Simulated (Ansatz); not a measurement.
RbFeF₄:
Space group P4/mmm (No. 123); a = b = 3.898 Å, c = 6.412 Å, α = β = γ = 90.00°

```
atom  site  symmetry       x       y       z
----  ----  --------  ------  ------  ------
Rb      1a     4/mmm  0.0000  0.0000  0.0000
Fe      1d     4/mmm  0.5000  0.5000  0.5000
F       2h       4mm  0.5000  0.5000  0.2057
F       2e      mmm.  0.0000  0.5000  0.5000
```
The run is spin-polarised, in the one order tried: ferromagnetic.

Relaxed at zero pressure with r²SCAN (plane waves, PAW; program Ansatz).

Q: The volume is raised by 6 % and shape and atoms relax at that volume. What pressure results, and how do the axes share the change?

A: -2.6 GPa; a 1.3 %, b 1.3 %, c 3.2 %; the energy rises by 8 meV/atom.

Q: Give the new structure.

A: 
Space group P4/mmm (No. 123); a = 3.9502 Å, b = 3.9502 Å, c = 6.6171 Å, α = 90.00°, β = 90.00°, γ = 90.00°

| atom | site | symmetry | x | y | z |
|---|---|---|---|---|---|
| Rb | 1a | 4/mmm | 0.0000 | 0.0000 | 0.0000 |
| Fe | 1d | 4/mmm | 0.5000 | 0.5000 | 0.5000 |
| F | 2h | 4mm | 0.5000 | 0.5000 | 0.2134 |
| F | 2e | mmm. | 0.0000 | 0.5000 | 0.5000 |

The phase is kept; no other phase was compared at this pressure.

The workflow started from a Materials Project entry (that database holds measured and hypothetical structures alike); the Crystallography Open Database copy checked does not list it. COD files the formula under space group No. 57, so this cell is another polymorph or a model. Its standing as an ambient phase is unchecked. Symmetry was held in the r²SCAN relaxation; whether a distortion lowers the energy is not shown. The final state is ferromagnetic, the only order run, not a proven ground state. The cell computed holds one magnetic atom, so no antiferromagnetic order was within reach. Other orbital occupations within this spin state were not tried. No Hubbard U is applied.

Potentials: the later of the program's two PAW sets.
